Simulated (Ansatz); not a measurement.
RbBr:
Space group Fm-3m (No. 225); a = 6.9259 Å, b = 6.9259 Å, c = 6.9259 Å, α = 90.00°, β = 90.00°, γ = 90.00°

| atom | site | symmetry | x | y | z |
|---|---|---|---|---|---|
| Rb | 4a | m-3m | 0.0000 | 0.0000 | 0.0000 |
| Br | 4b | m-3m | 0.5000 | 0.5000 | 0.5000 |
(The calculation used a cell of 2 atoms; values per cell refer to that cell.)

Relaxed with r²SCAN. Independent-particle spectrum: no excitons, no local fields, no scissors shift; 0.1 eV broadening; ε₁ of the summed bands alone.

Problem. Tabulate the dielectric function from the program Ansatz at the r²SCAN level (PAW).

Solution. 

| E (eV) | ε₁ xx | ε₂ xx |
|---|---|---|
| 0.0 | 2.56 | 0.00 |
| 0.3 | 2.57 | 0.00 |
| 0.6 | 2.57 | 0.00 |
| 0.9 | 2.58 | 0.00 |
| 1.2 | 2.59 | 0.00 |
| 1.5 | 2.61 | 0.00 |
| 1.8 | 2.63 | 0.00 |
| 2.1 | 2.65 | 0.00 |
| 2.4 | 2.68 | 0.00 |
| 2.7 | 2.72 | 0.00 |
| 3.0 | 2.76 | 0.00 |
| 3.3 | 2.82 | 0.00 |
| 3.6 | 2.88 | 0.00 |
| 3.9 | 2.96 | 0.00 |
| 4.2 | 3.06 | 0.00 |
| 4.5 | 3.20 | 0.00 |
| 4.8 | 3.45 | 0.01 |
| 5.1 | 3.65 | 0.32 |
| 5.4 | 3.69 | 0.49 |
| 5.7 | 3.79 | 0.62 |
| 6.0 | 3.97 | 0.74 |
| 6.3 | 4.47 | 1.16 |
| 6.6 | 4.35 | 1.90 |
| 6.9 | 4.11 | 2.44 |
| 7.2 | 3.85 | 2.99 |
| 7.5 | 3.23 | 4.30 |
| 7.8 | 0.86 | 2.67 |
| 8.1 | 1.36 | 2.46 |
| 8.4 | 1.27 | 1.65 |
| 8.7 | 1.77 | 1.03 |
| 9.0 | 3.10 | 1.08 |
| 9.3 | 3.79 | 2.44 |
| 9.6 | 2.68 | 3.75 |
| 9.9 | 1.27 | 4.47 |
| 10.2 | 0.30 | 3.52 |
| 10.5 | -0.34 | 2.98 |
| 10.8 | -0.48 | 2.01 |
| 11.1 | -0.22 | 1.38 |
| 11.4 | 0.05 | 0.95 |
| 11.7 | 0.45 | 0.70 |
| 12.0 | 0.84 | 0.81 |

Problem. From ε at 5.8 eV (xx: 3.83 + 0.66i), find n, k, the normal reflectivity and the absorption coefficient.

Solution. n = 1.96, k = 0.168, R = 11 %, α = 2kE/ħc = 99000 cm⁻¹.

With all bands, ε∞ without local fields is 2.60. DFPT, with local fields, gives 2.41.

Symmetry was held in the r²SCAN relaxation; phonons on a q-mesh show no instability. Scalar-relativistic: spin–orbit coupling is off unless named, which matters more the heavier the elements.

Potentials: the later of the program's two PAW sets.
